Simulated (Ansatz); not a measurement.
GaN (rock salt, space group No. 225) at seven volumes, DFT-PBEsol in the program Ansatz with PAW potentials, scaled uniformly. One row is withheld.

```tsv
V (Å³/atom)	P (GPa)
8.548	27.18
8.830	16.58
9.111	?
9.393	0.00
9.675	-6.41
9.957	-11.84
10.239	-16.40
```

Question: Fit the shown pressures and predict the withheld one.

Answer: Third-order Birch–Murnaghan: P = (3/2)B₀(x^(7/2) − x^(5/2))[1 + (3/4)(B′ − 4)(x − 1)] with x = (V₀/V)^(2/3). Least squares on the six rows gives V₀ = 9.393 Å³/atom, B₀ = 232.0 GPa, B′ = 4.60. At V = 9.111, x = 1.0205 and P = 7.59 GPa. The run itself gave 7.60 GPa.

Space group Fm-3m (rock salt). This is a known high-pressure phase of the composition, computed here at zero pressure and temperature. The cell was relaxed with PBEsol under the symmetry of its start; whether a distortion lowers the energy is not shown.

Potentials: the earlier of the program's two PAW sets. The files were generated under PBE; for other functionals the program regenerates the frozen cores, and for LDA and PBEsol the local potential too.
